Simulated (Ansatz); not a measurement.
K2NaInP2:
```yaml
crystal:
  lattice:
    - [-3.31821, 7.46301, 3.31644]
    - [3.31821, -7.46301, 3.31644]
    - [3.31821, 7.46301, -3.31644]
  atoms:
    - { symbol: K, position: [0.82353, 0.23882, 0.06235] }
    - { symbol: K, position: [0.17647, 0.76118, 0.93765] }
    - { symbol: K, position: [0.67647, 0.73882, 0.41529] }
    - { symbol: K, position: [0.32353, 0.26118, 0.58471] }
    - { symbol: Na, position: [0.25000, 0.25000, 0.00000] }
    - { symbol: Na, position: [0.75000, 0.75000, 0.00000] }
    - { symbol: In, position: [0.75000, 0.25000, 0.50000] }
    - { symbol: In, position: [0.25000, 0.75000, 0.50000] }
    - { symbol: P, position: [0.59867, 0.21563, 0.81430] }
    - { symbol: P, position: [0.40133, 0.78437, 0.18570] }
    - { symbol: P, position: [0.90133, 0.71563, 0.61697] }
    - { symbol: P, position: [0.09867, 0.28437, 0.38303] }
```

Relaxed with r²SCAN.

Problem. Map the valence electron density (e/Å³), cut off at 0.4 on the plane through (0.824, 0.239, 0.062) spanned by u = [1, 0, 1] and v = [-1, 1, 1] in lattice vectors, from r²SCAN (plane waves, PAW; program Ansatz).

Solution. x is the fraction of u, y of v (the angle between them is 125°; rows are the nearest grid lines); atoms in the plane: K at (0.00, 0.00), K at (0.51, 0.01), Na at (0.43, 0.51), In at (0.93, 0.51), P at (0.77, 0.99).
```
|9995001379959972159999500138991998315999|
|9930002499998310299992001379989972139999|
|9300012479863100169921112499999831139999|
|0000011222110000011112345678753100011110|
|1111100000000000013456875322110000000111|
|3211000013320001369988742111111000012333|
|3210000147520012599976421112431000124553|
|3110002697300125899832100258620002468753|
|3211012321000124554210001243100013577643|
|9521100000000112212200000000000123457999|
|9621000000000011149900000000000112479999|
|9410000000000002999900000000000013999999|
|3100000000000029999200000000001139999993|
|1000000000111125520000000000123469999421|
|1000000001222211100001000001234567753211|
|2431000135664321000143100013576532110012|
|8620012589985421101441000135664210000258|
|3100124799988531111200001234332110001243|
|1000124788999531111100001122222100001111|
|0000123346886433210000000011111101000000|
|0112111123579997420023320000012333210000|
|9999310125999999411599950001259998420039|
|9999300138993998314999940012599999421399|
|9995001379959972159999500138991998315999|
```
Scale: ten equal steps from 0.008 (start of '0') to 0.400 (end of '9'), in the order '0123456789'; x runs from 0.000 to 1.00, y from 0.000 (bottom) to 1.00 (top).

The density is the valence pseudo-density with augmentation charge, so density and ELF within about 1 Å of a nucleus are not all-electron values.

Space group Ibam. The workflow started from a Materials Project entry (that database holds measured and hypothetical structures alike); the Crystallography Open Database files this formula in space group No. 72, but the cells were not matched. Its standing as an ambient phase is unchecked. The cell was relaxed with r²SCAN under the symmetry of its start; its stability against distortions is not shown here.

Potentials: the later of the program's two PAW sets.
